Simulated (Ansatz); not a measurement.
# Magnetic orders of CrPb

The calculation used DFT PBEsol, scalar-relativistic, plane waves, PAW in Ansatz 0.2.0.

```
Cr Pb
1.0
     3.48585    0.00000    0.00000
     0.00000    3.48585    0.00000
     0.00000    0.00000    3.48585
Cr Pb
1 1
Direct
  0.00000 0.00000 0.00000
  0.50000 0.50000 0.50000
```

The plane-wave cutoff is 420 eV. The Γ-centred k-mesh is 12×12×12 and the occupation rule is Gaussian smearing, 0.1 eV. The list of starting moments (μB, in atom order) is 3 0. The check for lower electronic states after the SCF is off.

All runs keep this geometry, which isn't relaxed for the lowest state (largest force there 0.000 eV/Å, pressure -1.6 GPa) and needn't be a stable compound; relaxing each order would shift the differences by some 100 meV/atom, going by the pressures and a bulk modulus of about 150 GPa. A propagation vector, in units of the reciprocal vectors, doubles the cell, which takes an equally dense mesh. The large starts are 4.5 0 μB. The small starts are 0.5 0 μB. Site moments are spin moments in atom-centred spheres that scale with the neighbour distance. The states are those that the runs reached from these starts; a lower one can exist.

```
                                                              start ends energy above lowest (meV/atom) site moments (μB) gap on mesh (eV) P (GPa)
                                                            no spin non-magnetic                             615      none over 0.05             metal    -15.0
                                                      ferromagnetic ferromagnetic                             123            Cr +3.77             metal      0.0
                                    large parallel starting moments ferromagnetic                             123            Cr +3.77             metal      0.0
    antiferromagnetic, doubled cell, propagation vector (0, 0, 1/2) antiferromagnetic                            99.6  Cr +3.72, Cr -3.72             metal     -1.3
  antiferromagnetic, doubled cell, propagation vector (0, 1/2, 1/2) antiferromagnetic                            92.6  Cr +3.68, Cr -3.68             metal     -1.6
antiferromagnetic, doubled cell, propagation vector (1/2, 1/2, 1/2) antiferromagnetic                            0.00  Cr +3.78, Cr -3.78             metal     -1.6
                                    small parallel starting moments ferromagnetic                             123            Cr +3.77             metal      0.0
```